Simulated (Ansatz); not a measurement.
Zr₄Al₃:
```yaml
crystal:
  lattice:
    - [5.44279, 0.00000, 0.00000]
    - [-2.72140, 4.71360, 0.00000]
    - [0.00000, 0.00000, 5.38096]
  atoms:
    - { symbol: Zr, position: [0.00000, 0.00000, 0.26048] }
    - { symbol: Zr, position: [0.00000, 0.00000, 0.73952] }
    - { symbol: Zr, position: [0.33333, 0.66667, 0.50000] }
    - { symbol: Zr, position: [0.66667, 0.33333, 0.50000] }
    - { symbol: Al, position: [0.00000, 0.50000, 0.00000] }
    - { symbol: Al, position: [0.50000, 0.00000, 0.00000] }
    - { symbol: Al, position: [0.50000, 0.50000, 0.00000] }
```

Relaxed with r²SCAN. Special points in fractions of this cell's reciprocal vectors: Γ (0.000, 0.000, 0.000); M (0.500, 0.000, 0.000); K (0.333, 0.333, 0.000); A (0.000, 0.000, 0.500); L (0.500, 0.000, 0.500); H (0.333, 0.333, 0.500).

**Question.** List the band energies nearest the Fermi level at these points for DFT-r²SCAN in the program Ansatz with PAW potentials.

**Answer.** In eV from the Fermi level; about four levels below and three above (degenerate sets whole), none deeper than 8.9 eV; points with the same levels are listed once.

| k | below | above |
|---|---|---|
| Γ | -1.66 -1.66 -1.23 -1.23 | 1.48 1.48 1.72 1.72 |
| M | -0.98 -0.96 -0.94 -0.05 | 0.58 0.62 1.02 |
| K | -0.97 -0.97 -0.94 -0.33 -0.33 | 1.25 1.25 2.11 |
| A | -1.15 -1.15 -0.88 -0.83 -0.83 | 0.63 1.15 1.84 1.84 |
| L | -1.85 -0.85 -0.69 -0.59 | 0.12 0.21 0.24 |
| H | -0.46 -0.46 -0.34 -0.02 -0.02 | 0.10 1.00 1.00 |

Space group P6/mmm. The first step of the workflow began from a Materials Project structure, measured or hypothetical; the Crystallography Open Database copy checked does not list it. Whether it is the stable phase at ambient conditions was not checked. The r²SCAN relaxation kept the symmetry of its start; whether a distortion lowers the energy is not shown. The run is not spin-polarised. Scalar-relativistic: spin–orbit coupling is off unless named, which matters more the heavier the elements.

Potentials: the later of the program's two PAW sets.
